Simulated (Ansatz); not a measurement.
CaHBr (space group P4/nmm)

Space group P4/nmm, origin choice 1 (No. 129); a = 3.8330 Å, b = 3.8330 Å, c = 8.2397 Å, α = 90.00°, β = 90.00°, γ = 90.00°

| atom | site | symmetry | x | y | z |
|---|---|---|---|---|---|
| Ca | 2c | 4mm | 0.0000 | 0.5000 | 0.1572 |
| H | 2a | -4m2 | 0.0000 | 0.0000 | 0.0000 |
| Br | 2c | 4mm | 0.5000 | 0.0000 | 0.3199 |

Two coordinates are scanned: the volume, and the ratio of the stretch along z (the conventional c axis) to the stretch across it. Atoms keep their fractional coordinates.

Calculation: r2SCAN (plane waves to 500 eV, PAW, scalar-relativistic; Ansatz, a quantum-chemistry and plane-wave program). k mesh 9×9×4 (Γ-centred), Fermi-Dirac smearing 0.05 eV. Energies are smeared free energies. As the atoms are clamped, bonds stretch with the cell, which overstates energies and stresses. CaHBr was relaxed with its symmetry unable to fall. ΔE is measured from the relaxed starting cell.

Estimate the ΔE (eV/atom) for all points of the grid V/V₀ = 0.920, 0.960, 1.000, 1.040, 1.080 by (c/a)/(c/a)₀ = 0.960, 0.980, 1.000, 1.020, 1.040.

ΔE (eV/atom), with V/V₀ across and (c/a)/(c/a)₀ down:

```
(c/a)/(c/a)₀ \ V/V₀   0.920   0.960   1.000   1.040   1.080
-------------------  ------  ------  ------  ------  ------
0.960                0.0164  0.0044  0.0021  0.0077  0.0197
0.980                0.0170  0.0039  0.0005  0.0052  0.0165
1.000                0.0187  0.0043  0.0000  0.0038  0.0143
1.020                0.0215  0.0059  0.0005  0.0035  0.0132
1.040                0.0253  0.0085  0.0022  0.0042  0.0132
```

(Under strain, the slope of the energy per volume gives the stress and its curvature an elastic modulus.)
